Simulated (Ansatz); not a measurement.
input.yaml

```yaml
crystal:
  lattice:
    - [5.09612578, 0.0, 0.0]
    - [0.0, 3.78795382, 0.0]
    - [0.0, 0.0, 7.17851986]
  atoms:
    - { symbol: Ni, position: [0.17095228, 0.75, 0.4404533] }
    - { symbol: Ni, position: [0.82904772, 0.25, 0.5595467] }
    - { symbol: Ni, position: [0.67095228, 0.75, 0.0595467] }
    - { symbol: Ni, position: [0.32904772, 0.25, 0.9404533] }
    - { symbol: Ni, position: [0.544515, 0.75, 0.70656487] }
    - { symbol: Ni, position: [0.455485, 0.25, 0.29343513] }
    - { symbol: Ni, position: [0.044515, 0.75, 0.79343513] }
    - { symbol: Ni, position: [0.955485, 0.25, 0.20656487] }
    - { symbol: Ge, position: [0.212596, 0.75, 0.11400951] }
    - { symbol: Ge, position: [0.787404, 0.25, 0.88599049] }
    - { symbol: Ge, position: [0.712596, 0.75, 0.38599049] }
    - { symbol: Ge, position: [0.287404, 0.25, 0.61400951] }
basis:
  ecutwfc: 500
kpoints:
  mp_grid: { grid: [8, 10, 6] }
hamiltonian:
  xc: r2scan
scf:
  occupations: { method: gaussian, width: 0.1 }
output:
  forces: true
  stress: true
  eigenvalues: true
relax:
  adjacent_minimum: "off"
  f_tol: 0.005
  max_steps: 80
  cell: { stress_tol: 0.05 }
```

Command:
```bash
ansatz run input.yaml --threads 2 --pin off --max-ram 5120MiB --backend cpu --events-out ev --progress --plain --runs-dir out
```

Theory: DFT r2SCAN, scalar-relativistic, plane waves, PAW (Ansatz).

Abridged output:

```
Pseudopotentials: kind: paw
Pseudopotential: Ni, paw, valence charge 18, recommended cutoff 500 eV (meta_gga)
Pseudopotential: Ge, paw, valence charge 14, recommended cutoff 500 eV (meta_gga)
Functional definition: r2SCAN
Crystal: 12 atoms, lattice volume = 138.573 Å³
Basis set: ecut = 500 eV, 3525 PW (Γ), exchange–correlation on 160×120×216 points (64 copies of the dense FFT grid, shifted against one another)
Bands: 120, of which v1, the nominal top of the filled ones, is band 100 counted from 1 (99 counted from 0)
Symmetry: 8 space group operations
Space group: Pnma (ITA 62), of the structure as read, at distance tolerance 5.2e-5 Å
k-points: 120 of 480
Initial density: superposition of atomic densities (neutral atoms: chi_scale 0, normalization atom), corrected by the library's trained network
Initial wavefunctions: pseudopotential atomic-orbital guess
Functional: x = r2scan, c = r2scan; τ floored in thin density (d = 2e-4 eV/Å³)
SCF iter   1: F=—  HF=-63976.553741 eV  |F-HF|=—  |Δ(HF+E_count)|=         —  Δρ=2.59e-2  dr2=6.11e-1  dr2_τ=3.70e-1  ethr=1.77e-3  ⟨swp⟩=5.2  Hψ=47132  notcnv=0  defer=728
SCF iter   2: F=—  HF=-63977.091196 eV  |F-HF|=—  |Δ(HF+E_count)|=   5.37e-1  Δρ=1.60e-2  dr2=2.35e-1  dr2_τ=5.62e-3  ethr=3.06e-4  ⟨swp⟩=2.9  Hψ=28980  notcnv=0  defer=1539
SCF iter   3: F=—  HF=-63977.089574 eV  |F-HF|=—  |Δ(HF+E_count)|=   1.62e-3  Δρ=1.93e-2  dr2=3.90e-1  dr2_τ=1.58e-3  ethr=1.18e-4  ⟨swp⟩=2.1  Hψ=24199  notcnv=0  defer=1539
SCF iter   4: F=—  HF=-63977.061828 eV  |F-HF|=—  |Δ(HF+E_count)|=   2.77e-2  Δρ=5.28e-3  dr2=2.76e-2  dr2_τ=1.99e-4  ethr=1.18e-4  ⟨swp⟩=2.0  Hψ=15943  notcnv=0  defer=1539
SCF iter   5: F=—  HF=-63977.057227 eV  |F-HF|=—  |Δ(HF+E_count)|=   4.60e-3  Δρ=1.82e-3  dr2=1.70e-3  dr2_τ=5.78e-5  ethr=1.38e-5  ⟨swp⟩=2.0  Hψ=21205  notcnv=0  defer=1534
SCF iter   6: F=—  HF=-63977.058459 eV  |F-HF|=—  |Δ(HF+E_count)|=   1.23e-3  Δρ=8.51e-4  dr2=4.43e-4  dr2_τ=9.09e-6  ethr=8.50e-7  ⟨swp⟩=2.0  Hψ=22653  notcnv=0  defer=1530
SCF iter   7: F=—  HF=-63977.059018 eV  |F-HF|=—  |Δ(HF+E_count)|=   5.59e-4  Δρ=2.29e-4  dr2=6.07e-5  dr2_τ=1.45e-6  ethr=2.22e-7  ⟨swp⟩=2.0  Hψ=24806  notcnv=0  defer=1530
SCF iter   8: F=—  HF=-63977.059030 eV  |F-HF|=—  |Δ(HF+E_count)|=   1.27e-5  Δρ=1.19e-4  dr2=1.51e-5  dr2_τ=6.53e-8  ethr=3.04e-8  ⟨swp⟩=2.4  Hψ=21484  notcnv=0  defer=1530
SCF iter   9: F=—  HF=-63977.059031 eV  |F-HF|=—  |Δ(HF+E_count)|=   5.04e-7  Δρ=4.35e-5  dr2=2.06e-6  dr2_τ=1.07e-8  ethr=7.56e-9  ⟨swp⟩=2.0  Hψ=20693  notcnv=0  defer=1530
SCF iter  10: F=—  HF=-63977.059031 eV  |F-HF|=—  |Δ(HF+E_count)|=   1.14e-7  Δρ=1.31e-5  dr2=2.15e-7  dr2_τ=1.29e-9  ethr=1.03e-9  ⟨swp⟩=2.0  Hψ=24200  notcnv=0  defer=1530
SCF iter  11: F=—  HF=-63977.059031 eV  |F-HF|=—  |Δ(HF+E_count)|=   1.00e-8  Δρ=1.09e-5  dr2=1.40e-7  dr2_τ=4.17e-10  ethr=5.00e-11  ⟨swp⟩=9.4  Hψ=67604  notcnv=0
SCF iter  12: F=—  HF=-63977.059031 eV  |F-HF|=—  |Δ(HF+E_count)|=   4.34e-9  Δρ=1.24e-5  dr2=1.54e-7  dr2_τ=5.99e-10  ethr=5.00e-11  ⟨swp⟩=4.0  Hψ=50985  notcnv=0
SCF iter  13: F=-63977.059031 eV  HF=-63977.059031 eV  |F-HF|=3.67e-8  |Δ(HF+E_count)|=   6.77e-9  Δρ=6.26e-6  dr2=3.99e-8  dr2_τ=2.38e-10  ethr=5.00e-11  ⟨swp⟩=3.0  Hψ=45324  notcnv=0
SCF 1 converged in 13 iterations: F = -63977.059031 eV  dr2 = 3.99e-8
relax step   1: F+E_penalty+E_count = -63977.05903098 eV  Δ(F+E_penalty+E_count) = +0.000e0 eV  max|allowed force component| = 2.967e-2 eV/Å  Δτ_max = 0.0000 Å  P = +0.186 GPa  Ω = 138.573 Å³  (13 SCF iters, dr2 threshold 1.00e-7 eV, accepted)
Crystal: 12 atoms, lattice volume = 138.656 Å³
Initial density: handed on by an earlier stage of this run
Initial wavefunctions: those handed on with the density
SCF iter   1: F=—  HF=-63977.058523 eV  |F-HF|=—  |Δ(HF+E_count)|=         —  Δρ=3.10e-4  dr2=1.58e-4  dr2_τ=1.04e-3  ethr=8.52e-8  ⟨swp⟩=2.0  Hψ=54563  notcnv=0
SCF iter   2: F=—  HF=-63977.059276 eV  |F-HF|=—  |Δ(HF+E_count)|=   7.53e-4  Δρ=2.12e-4  dr2=3.73e-5  dr2_τ=8.48e-7  ethr=7.91e-8  ⟨swp⟩=2.0  Hψ=26441  notcnv=0
SCF iter   3: F=—  HF=-63977.059278 eV  |F-HF|=—  |Δ(HF+E_count)|=   1.86e-6  Δρ=2.63e-4  dr2=7.12e-5  dr2_τ=4.16e-7  ethr=1.86e-8  ⟨swp⟩=2.0  Hψ=25951  notcnv=0
SCF iter   4: F=—  HF=-63977.059274 eV  |F-HF|=—  |Δ(HF+E_count)|=   4.67e-6  Δρ=1.67e-4  dr2=3.00e-5  dr2_τ=3.16e-7  ethr=1.86e-8  ⟨swp⟩=2.0  Hψ=18804  notcnv=0
SCF iter   5: F=—  HF=-63977.059271 eV  |F-HF|=—  |Δ(HF+E_count)|=   2.07e-6  Δρ=3.59e-5  dr2=2.04e-6  dr2_τ=4.65e-8  ethr=1.50e-8  ⟨swp⟩=1.0  Hψ=14400  notcnv=0
SCF iter   6: F=—  HF=-63977.059271 eV  |F-HF|=—  |Δ(HF+E_count)|=   1.06e-7  Δρ=3.01e-5  dr2=8.03e-7  dr2_τ=4.34e-9  ethr=1.02e-9  ⟨swp⟩=2.4  Hψ=24392  notcnv=0
SCF iter   7: F=-63977.059271 eV  HF=-63977.059271 eV  |F-HF|=1.28e-9  |Δ(HF+E_count)|=   9.32e-8  Δρ=3.88e-6  dr2=2.49e-8  dr2_τ=5.12e-10  ethr=1.17e-10  ⟨swp⟩=3.6  Hψ=63631  notcnv=0
SCF 2 converged in 7 iterations: F = -63977.059271 eV  dr2 = 2.49e-8
relax step   2: F+E_penalty+E_count = -63977.05927126 eV  Δ(F+E_penalty+E_count) = -2.403e-4 eV  max|allowed force component| = 1.948e-2 eV/Å  Δτ_max = 0.0018 Å  P = +0.069 GPa  Ω = 138.656 Å³  energy of the carried Pulay correction = -9.135e-5 eV  (7 SCF iters, dr2 threshold 2.35e-7 eV, accepted)
Crystal: 12 atoms, lattice volume = 138.700 Å³
Basis set: ecut = 500 eV, 3529 PW (Γ), exchange–correlation on 160×120×216 points (64 copies of the dense FFT grid, shifted against one another)
SCF iter   1: F=—  HF=-63977.055455 eV  |F-HF|=—  |Δ(HF+E_count)|=         —  Δρ=7.19e-4  dr2=8.75e-4  dr2_τ=5.74e-3  ethr=4.72e-7  ⟨swp⟩=2.0  Hψ=56878  notcnv=0
SCF iter   2: F=—  HF=-63977.059477 eV  |F-HF|=—  |Δ(HF+E_count)|=   4.02e-3  Δρ=4.91e-4  dr2=1.95e-4  dr2_τ=4.57e-6  ethr=4.37e-7  ⟨swp⟩=2.0  Hψ=26441  notcnv=0
SCF iter   3: F=—  HF=-63977.059495 eV  |F-HF|=—  |Δ(HF+E_count)|=   1.75e-5  Δρ=7.25e-4  dr2=5.74e-4  dr2_τ=2.79e-6  ethr=9.74e-8  ⟨swp⟩=2.0  Hψ=26419  notcnv=0  recentre
SCF iter   4: F=—  HF=-63977.059465 eV  |F-HF|=—  |Δ(HF+E_count)|=   3.01e-5  Δρ=3.81e-4  dr2=1.60e-4  dr2_τ=2.02e-6  ethr=9.74e-8  ⟨swp⟩=2.0  Hψ=18879  notcnv=0
SCF iter   5: F=—  HF=-63977.059459 eV  |F-HF|=—  |Δ(HF+E_count)|=   5.62e-6  Δρ=8.90e-5  dr2=7.09e-6  dr2_τ=1.08e-7  ethr=8.01e-8  ⟨swp⟩=1.0  Hψ=14400  notcnv=0
SCF iter   6: F=—  HF=-63977.059474 eV  |F-HF|=—  |Δ(HF+E_count)|=   1.49e-5  Δρ=6.76e-5  dr2=3.89e-6  dr2_τ=2.91e-8  ethr=3.55e-9  ⟨swp⟩=2.0  Hψ=18097  notcnv=0
SCF iter   7: F=—  HF=-63977.059473 eV  |F-HF|=—  |Δ(HF+E_count)|=   7.19e-7  Δρ=1.56e-5  dr2=1.79e-7  dr2_τ=9.00e-9  ethr=1.94e-9  ⟨swp⟩=2.2  Hψ=21539  notcnv=0
SCF iter   8: F=-63977.059474 eV  HF=-63977.059474 eV  |F-HF|=1.85e-9  |Δ(HF+E_count)|=   1.21e-7  Δρ=7.14e-6  dr2=3.17e-8  dr2_τ=5.41e-10  ethr=2.29e-11  ⟨swp⟩=5.0  Hψ=55305  notcnv=0
SCF 3 converged in 8 iterations: F = -63977.059474 eV  dr2 = 3.17e-8
relax step   3: F+E_penalty+E_count = -63977.05947352 eV  Δ(F+E_penalty+E_count) = -2.023e-4 eV  max|allowed force component| = 3.235e-3 eV/Å  Δτ_max = 0.0041 Å  P = +0.001 GPa  Ω = 138.700 Å³  energy of the carried Pulay correction = -1.389e-4 eV  (8 SCF iters, dr2 threshold 4.59e-8 eV, accepted)
Initial wavefunctions: pseudopotential atomic-orbital guess (no wavefunctions were taken with the density)
SCF iter   1: F=—  HF=-63977.059592 eV  |F-HF|=—  |Δ(HF+E_count)|=         —  Δρ=4.03e-5  dr2=7.75e-8  dr2_τ=1.54e-8  ethr=1.13e-7  ⟨swp⟩=4.0  Hψ=89653  notcnv=0
SCF iter   2: F=—  HF=-63977.059619 eV  |F-HF|=—  |Δ(HF+E_count)|=   2.66e-5  Δρ=2.29e-5  dr2=1.28e-7  dr2_τ=1.06e-7  ethr=3.87e-11  ⟨swp⟩=3.0  Hψ=34305  notcnv=0
SCF iter   3: F=—  HF=-63977.059621 eV  |F-HF|=—  |Δ(HF+E_count)|=   2.29e-6  Δρ=2.17e-5  dr2=3.64e-7  dr2_τ=3.36e-8  ethr=3.87e-11  ⟨swp⟩=2.0  Hψ=20281  notcnv=0  recentre
SCF iter   4: F=—  HF=-63977.059622 eV  |F-HF|=—  |Δ(HF+E_count)|=   9.72e-7  Δρ=1.75e-6  dr2=3.14e-9  dr2_τ=1.42e-10  ethr=3.87e-11  ⟨swp⟩=2.0  Hψ=19349  notcnv=0
SCF iter   5: F=—  HF=-63977.059622 eV  |F-HF|=—  |Δ(HF+E_count)|=   1.15e-9  Δρ=1.09e-6  dr2=1.69e-9  dr2_τ=2.41e-11  ethr=1.57e-12  ⟨swp⟩=2.6  Hψ=25323  notcnv=0
SCF iter   6: F=—  HF=-63977.059622 eV  |F-HF|=—  |Δ(HF+E_count)|=   1.40e-9  Δρ=9.94e-7  dr2=1.09e-9  dr2_τ=5.50e-12  ethr=1.00e-12  ⟨swp⟩=2.0  Hψ=19536  notcnv=0
SCF iter   7: F=-63977.059622 eV  HF=-63977.059622 eV  |F-HF|=4.44e-10  |Δ(HF+E_count)|=  3.93e-10  Δρ=3.07e-7  dr2=6.00e-11  dr2_τ=1.56e-11  ethr=1.00e-12  ⟨swp⟩=3.8  Hψ=63184  notcnv=0
SCF 4 converged in 7 iterations: F = -63977.059622 eV  dr2 = 6.00e-11
SCF converged after 7 iterations
Free energy (F): -63977.059622 eV
Harris-Foulkes:  -63977.059622 eV  (|F-HF|=4.44e-10)
Internal energy: -63977.029669 eV  (E = F + TS)
E sigma→0 (E₀):  -63977.044645 eV
Entropy (-TS):   -0.029953 eV (-2.496 meV/atom)
Fermi energy:    17.965343 eV
--- Per-component energies (eV) ---
  E_band       = -2630.062551
  E_kinetic    = 2734.764491
  E_local      = -35785.838198  (includes V_loc(G=0)·N_el)
  E_nonlocal   = 6850.785022
  E_hartree    = 15287.275127
  E_xc         = -911.821942
  E_vxc        = -1215.975544  (∫ρ·V_xc dr)
  E_paw        = -21336.968073  (= ΣΔE_a)
  E_vpaw       = -5873.707901  (= ΣTr[D̂ρ^β])
  E_aug_tail   = 0.001911  (compensation charges beyond the density's cutoff)
  E_vtau       = 85.357228  (kinetic-family band-sum trace: ∫τ·v_τ [+ j·A + Jᵃ·Aᵃ] dr)
  E_ewald      = -30808.484395
  E_core_change = -6.743612  (= ΣΔE_core)
  E_smearing   = -0.029953  (= −TS)
--- Forces (eV/Å), atoms counted from 1 ---
  atom   1  Ni     0.00099330     0.00000000     0.00132647
  atom   2  Ni    -0.00099330     0.00000000    -0.00132647
  atom   3  Ni     0.00099330     0.00000000    -0.00132647
  atom   4  Ni    -0.00099330     0.00000000     0.00132647
  atom   5  Ni    -0.00054600     0.00000000    -0.00070825
  atom   6  Ni     0.00054600     0.00000000     0.00070825
  atom   7  Ni    -0.00054600     0.00000000     0.00070825
  atom   8  Ni     0.00054600     0.00000000    -0.00070825
  atom   9  Ge    -0.00079741     0.00000000    -0.00319651
  atom  10  Ge     0.00079741     0.00000000     0.00319651
  atom  11  Ge    -0.00079741     0.00000000     0.00319651
  atom  12  Ge     0.00079741     0.00000000    -0.00319651
--- Stress (GPa, compression-positive) ---
        0.004865       0.000000       0.000000
        0.000000       0.016312       0.000000
        0.000000       0.000000      -0.014102
  P = ⅓ Tr σ = 0.0024 GPa (0.024 kbar)
--- Band table (eV; the first three rows and the last of 120) ---
  k-point 0: bands = ["-89.0621", "-89.0618", "-89.0582", "-89.0582", "-88.9130", "-88.9128", "-88.9074", "-88.9073", "-48.0645", "-48.0627", "-48.0608", "-48.0575", "-48.0265", "-48.0191", "-48.0041", "-47.9985", "-47.9625", "-47.9600", "-47.9390", "-47.9372", "-47.9159", "-47.9156", "-47.9149", "-47.9148", "-47.8686", "-47.8654", "-47.8342", "-47.8338", "-47.8073", "-47.8018", "-47.7740", "-47.7733", "-7.5697", "-7.5660", "-7.5625", "-7.5617", "-7.5556", "-7.5530", "-7.5502", "-7.5429", "-7.5381", "-7.5327", "-7.5302", "-7.5222", "-7.5143", "-7.5133", "-7.5064", "-7.5054", "-7.5043", "-7.5037", "-7.5001", "-7.4932", "4.3421", "6.8575", "6.9414", "8.6502", "11.1521", "11.5840", "12.6249", " ...
  k-point 1: bands = ["-89.0621", "-89.0618", "-89.0582", "-89.0582", "-88.9130", "-88.9128", "-88.9074", "-88.9073", "-48.0645", "-48.0630", "-48.0604", "-48.0576", "-48.0262", "-48.0198", "-48.0035", "-47.9988", "-47.9624", "-47.9602", "-47.9388", "-47.9373", "-47.9159", "-47.9155", "-47.9150", "-47.9147", "-47.8684", "-47.8656", "-47.8342", "-47.8339", "-47.8069", "-47.8022", "-47.7740", "-47.7733", "-7.5693", "-7.5657", "-7.5630", "-7.5621", "-7.5554", "-7.5531", "-7.5498", "-7.5437", "-7.5377", "-7.5330", "-7.5294", "-7.5226", "-7.5143", "-7.5136", "-7.5058", "-7.5053", "-7.5047", "-7.5026", "-7.5005", "-7.4938", "4.4224", "6.2039", "7.5819", "8.6497", "11.1807", "11.6721", "12.3619", " ...
  k-point 2: bands = ["-89.0620", "-89.0619", "-89.0582", "-89.0582", "-88.9129", "-88.9128", "-88.9074", "-88.9074", "-48.0643", "-48.0636", "-48.0595", "-48.0580", "-48.0250", "-48.0214", "-48.0022", "-47.9996", "-47.9619", "-47.9607", "-47.9385", "-47.9376", "-47.9158", "-47.9153", "-47.9152", "-47.9148", "-47.8678", "-47.8662", "-47.8342", "-47.8340", "-47.8059", "-47.8032", "-47.7739", "-47.7735", "-7.5681", "-7.5652", "-7.5644", "-7.5630", "-7.5548", "-7.5535", "-7.5488", "-7.5453", "-7.5366", "-7.5339", "-7.5276", "-7.5237", "-7.5144", "-7.5141", "-7.5053", "-7.5050", "-7.5044", "-7.5014", "-7.5006", "-7.4956", "4.6609", "5.5728", "8.1404", "8.6209", "11.2889", "11.9209", "11.9297", " ...
  k-point 119: bands = ["-89.0600", "-89.0600", "-89.0600", "-89.0600", "-88.9102", "-88.9102", "-88.9102", "-88.9102", "-48.0617", "-48.0617", "-48.0617", "-48.0617", "-48.0141", "-48.0141", "-48.0141", "-48.0141", "-47.9553", "-47.9553", "-47.9553", "-47.9553", "-47.9088", "-47.9088", "-47.9088", "-47.9088", "-47.8478", "-47.8478", "-47.8478", "-47.8478", "-47.7915", "-47.7915", "-47.7915", "-47.7915", "-7.5625", "-7.5625", "-7.5625", "-7.5625", "-7.5453", "-7.5453", "-7.5453", "-7.5453", "-7.5336", "-7.5336", "-7.5336", "-7.5336", "-7.5132", "-7.5132", "-7.5132", "-7.5132", "-7.4928", "-7.4928", "-7.4928", "-7.4928", "7.6559", "7.6559", "7.6559", "7.6559", "10.6843", "10.6843", "10.6843", ...
--- Relaxed structure (3 steps of the walk, 3 accepted, 1 SCFs on fresh bases) ---
  F+E_penalty+E_count = -63977.05962180 eV   max|allowed force component| = 3.197e-3 eV/Å   (the final SCF, on the basis selected at the relaxed cell)
  cell:  # Å, volume = 138.6997 Å³
    - [5.09906454, 0.0, 0.0]
    - [0.0, 3.78600237, 0.0]
    - [0.0, 0.0, 7.18462327]
  atoms:
    - { symbol: Ni, position: [0.17075293, 0.74999999, 0.43963563] }
    - { symbol: Ni, position: [0.82924706, 0.25, 0.56036436] }
    - { symbol: Ni, position: [0.67075293, 0.74999999, 0.06036436] }
    - { symbol: Ni, position: [0.32924706, 0.25, 0.93963563] }
    - { symbol: Ni, position: [0.54375725, 0.74999999, 0.70695697] }
    - { symbol: Ni, position: [0.45624274, 0.25, 0.29304302] }
    - { symbol: Ni, position: [0.04375725, 0.74999999, 0.79304302] }
    - { symbol: Ni, position: [0.95624274, 0.25, 0.20695697] }
    - { symbol: Ge, position: [0.21257683, 0.74999999, 0.11354245] }
    - { symbol: Ge, position: [0.78742316, 0.25, 0.88645754] }
    - { symbol: Ge, position: [0.71257683, 0.74999999, 0.38645754] }
    - { symbol: Ge, position: [0.28742316, 0.25, 0.61354245] }
```

The relaxation met its thresholds.

Time: 19 min on 2 threads of Intel(R) Xeon(R) Processor @ 2.50GHz (Skylake/Cascade Lake), with other jobs on the host, peak memory 2 GiB.